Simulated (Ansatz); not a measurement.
An Ansatz input (plane waves, PAW) for YbOs3 (AuCu3-type structure) that has something wrong with it:

```yaml
crystal:
  lattice:
    - [3.9629009699, 0.0, 0.0]
    - [0.0, 3.9629009699, 0.0]
    - [0.0, 0.0, 3.9629009699]
  atoms:
    - { symbol: yb, position: [0.0, 0.0, 0.0] }
    - { symbol: Os, position: [0.0, 0.5, 0.5] }
    - { symbol: Os, position: [0.5, 0.5, 0.0] }
    - { symbol: Os, position: [0.5, 0.0, 0.5] }
basis:
  ecutwfc: 420
  ecutrho_ratio: 4
kpoints:
  mp_grid: { grid: [8, 8, 8] }
hamiltonian:
  xc: pbesol
scf:
  occupations: { method: gaussian, width: 0.05 }
  max_iter: 75
output:
  forces: true
  stress: true
```

Launched as:
```sh
ansatz run input.yaml --threads 4 --pin off --max-ram 4096MiB --backend cpu --events-out ev --progress --plain --runs-dir out
```

Problem. What is wrong with it?

Solution. An unknown element. Against the sound input: crystal.atoms[0].symbol: "Yb" → "yb" (the cap on iterations is only a precaution).

What the program printed:

```
Error: YAML parse error: error: line 7 column 17: `yb` is not an element symbol (H … Og, case-exact)
```

The input was refused before any iteration.  The run before the change (PBEsol, 420 eV, 8×8×8 mesh) gave:

```tsv
run	P (GPa)	gap on the mesh (eV)	cell moment (μB)	largest force component (eV/Å)
sound	0.0	metal	–	0.000
```

The structure was built from a prototype; whether the compound forms in it isn't claimed.

Of that run: Without a U the 4f levels of Yb lie too near the Fermi level, so their share of the states there, and what hangs on it, is overstated. Spin polarisation wasn't allowed in this run, so with an open shell this may not be the ground state.
